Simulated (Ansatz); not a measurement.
This run works on a generated trial structure, not on a known crystal.

Input and command of a plane-wave DFT calculation in Ansatz:

```yaml
crystal:
  lattice:
    - [3.31521573, 0.0, 0.0]
    - [0.0, 3.31521573, 0.0]
    - [0.0, 0.0, 7.31721716]
  atoms:
    - { symbol: Cr, position: [0.0, 0.5, 0.73650002], spin: 3.0 }
    - { symbol: Cr, position: [0.5, 0.0, 0.26349998], spin: 3.0 }
    - { symbol: Pb, position: [0.0, 0.0, 0.0] }
    - { symbol: O, position: [0.5, 0.5, 0.0] }
    - { symbol: O, position: [0.0, 0.5, 0.38350001] }
    - { symbol: O, position: [0.5, 0.0, 0.61649999] }
basis:
  ecutwfc: 420
kpoints:
  mp_grid: { grid: [4, 4, 2] }
hamiltonian:
  xc: pbe
scf:
  occupations: { method: gaussian, width: 0.15 }
  lower_state_search: "off"
output:
  forces: true
  stress: true
  eigenvalues: true
  populations: true
magnetization:
  spin_polarized: true
relax:
  adjacent_minimum: "off"
  f_tol: 0.08
  max_steps: 16
  cell: { stress_tol: 0.8 }
```

```bash
ansatz run input.yaml --threads 1 --pin off --max-ram 2560MiB --backend cpu --events-out ev --progress --plain --runs-dir out
```

Processor: Arm Neoverse V1, 1 thread, on a host shared with other jobs.

**Question.** How long does it run, and how much memory does it take?

**Answer.** About 110 s, peak memory 0.37 GiB. It solves 40 bands at 12 k points (after reduction by symmetry) with about 1683 plane waves (on the last cell), in 125 SCF iterations over 12 ionic steps.
